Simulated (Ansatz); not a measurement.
CuAu:
Space group P4/mmm (No. 123); a = 2.8795 Å, b = 2.8795 Å, c = 3.5045 Å, α = 90.00°, β = 90.00°, γ = 90.00°

```json
[
 {"atom": "Cu", "site": "1d", "symmetry": "4/mmm", "x": "0.5000", "y": "0.5000", "z": "0.5000"},
 {"atom": "Au", "site": "1a", "symmetry": "4/mmm", "x": "0.0000", "y": "0.0000", "z": "0.0000"}
]
```

Relaxed with r²SCAN.

Q: Tabulate the valence density and the electron localisation function along the shortest Au–Au contact (2.88 Å), plane-wave PAW r²SCAN (Ansatz code).

A: 

| distance from Au (Å) | density (e/Å³) | ELF |
|---|---|---|
| 0.29 | 11.95 | 0.70 |
| 0.43 | 8.84 | 0.59 |
| 0.58 | 5.96 | 0.53 |
| 0.72 | 3.52 | 0.48 |
| 0.86 | 1.62 | 0.42 |
| 1.01 | 0.76 | 0.33 |
| 1.15 | 0.47 | 0.26 |
| 1.30 | 0.33 | 0.23 |
| 1.44 | 0.30 | 0.22 |
| 1.58 | 0.33 | 0.23 |
| 1.73 | 0.47 | 0.26 |
| 1.87 | 0.76 | 0.33 |
| 2.02 | 1.62 | 0.42 |
| 2.16 | 3.52 | 0.48 |
| 2.30 | 5.96 | 0.53 |
| 2.45 | 8.84 | 0.59 |
| 2.59 | 11.95 | 0.70 |

The density is the valence pseudo-density with augmentation charge, so density and ELF within about 1 Å of a nucleus are not all-electron values.

Its axis ratio c/a = 1.22 departs by over 6 % from that of the usual cell of this phase: another minimum, or an error of the functional. The r²SCAN relaxation kept the symmetry of its start; whether a distortion lowers the energy is not shown. The run is not spin-polarised. Axis ratios of metals converge slowly with the k-mesh, so a and c are less sure than the volume. Scalar-relativistic: spin–orbit coupling is off unless named, which matters more the heavier the elements.

Potentials: the earlier of the program's two PAW sets.
